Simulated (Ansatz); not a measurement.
SiRh2 in space group Pnma (No. 62; Si on 4c, Rh on 4c, Rh on 4c) under volume change, r²SCAN in the plane-wave PAW code Ansatz, shape and atoms relaxed at each volume.

| V (Å³/atom) | E − E(relaxed) (meV/atom) | P (GPa) |
|---|---|---|
| 11.949 | 94.7 | 28.48 |
| 12.343 | 39.1 | 17.08 |
| 12.737 | … | … |
| 13.131 | 0.0 | -0.01 |
| 13.525 | 7.9 | -6.25 |
| 13.919 | … | … |
| 14.313 | 63.0 | -15.59 |

Question: What belongs in the gaps?

Answer: 
- 12.737, E − E(relaxed) (meV/atom): 9.1
- 12.737, P (GPa): 7.67
- 13.919, E − E(relaxed) (meV/atom): 29.7
- 13.919, P (GPa): -11.39

Question: What does a third-order Birch–Murnaghan fit give for V₀, B₀ and B′?

Answer: V₀ = 13.13 Å³/atom, B₀ = 231 GPa, B′ = 5.7.

The first step of the workflow began from a Materials Project structure, measured or hypothetical; the Crystallography Open Database copy checked does not list it. Its standing as an ambient phase is unchecked. The r²SCAN relaxation kept the symmetry of its start; its stability against distortions is not shown here. The run is not spin-polarised. Spin–orbit coupling is left out wherever it is not named.

Potentials: the later of the program's two PAW sets.
